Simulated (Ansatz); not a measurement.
Relaxed structure of SF6 on the (100) surface of TiC, one molecule per 36.8 Å² (the molecule's atoms stand last):

```
CELL_PARAMETERS angstrom
6.06863 0.00000 0.00000
0.00000 6.06863 0.00000
0.00000 0.00000 27.18645
ATOMIC_POSITIONS crystal
Ti 0.25000 0.25000 0.29426
Ti 0.25000 0.75000 0.29426
Ti 0.75000 0.25000 0.29426
Ti 0.75000 0.75000 0.29426
C 0.50000 0.50000 0.29426
C 0.50000 0.00000 0.29426
C 0.00000 0.50000 0.29426
C 0.00000 0.00000 0.29426
Ti 0.50000 0.50000 0.37319
Ti 0.50000 0.00000 0.37319
Ti 0.00000 0.50000 0.37319
Ti 0.00000 0.00000 0.37319
C 0.75000 0.75000 0.37319
C 0.75000 0.25000 0.37319
C 0.25000 0.75000 0.37319
C 0.25000 0.25000 0.37319
Ti 0.75000 0.75015 0.45137
Ti 0.75002 0.24995 0.45136
Ti 0.24991 0.75013 0.45138
Ti 0.24991 0.25002 0.45137
C 0.99989 0.00010 0.45197
C 0.99990 0.50003 0.45195
C 0.50002 0.00008 0.45197
C 0.50002 0.50005 0.45193
Ti 0.00001 0.00003 0.52857
Ti 0.00004 0.50003 0.52835
Ti 0.49993 0.99998 0.52841
Ti 0.49997 0.50004 0.52834
C 0.25017 0.25033 0.53284
C 0.25003 0.74988 0.53271
C 0.74987 0.25011 0.53304
C 0.74990 0.74987 0.53300
S 0.15934 0.92689 0.67753
F 0.16734 0.17035 0.69971
F 0.15064 0.68425 0.65508
F 0.31041 0.84067 0.72150
F 0.00631 0.01460 0.63342
F 0.37463 0.97876 0.64572
F 0.94386 0.87601 0.70923
```

Method: DFT PBE+D3(BJ), scalar-relativistic, plane waves, PAW (Ansatz 0.2.0). Plane waves to 420 eV, a k mesh through Γ of 3×3×1 on the computed 39-atom cell and Gaussian smearing (0.10 eV); no spin polarisation. A dipole correction removes the field between periodic images along c.

The slab and the molecular layer are also computed alone at these places.

(1) How does the adsorption energy per molecule split into interaction and deformation?

(2) How much charge moves across the plane at z = 15.86 Å, midway between slab and molecule?

Spin polarisation was left out, and a magnetic state may lie lower.

Answers

(1) E_ads = -0.336 eV: interaction of the rigid parts -0.305 eV, deformation of the slab +0.011 eV, deformation of the molecule with its lateral interactions -0.042 eV.

(2) No net charge (under 0.01 e); half the integral of |Δρ| is 0.05 e.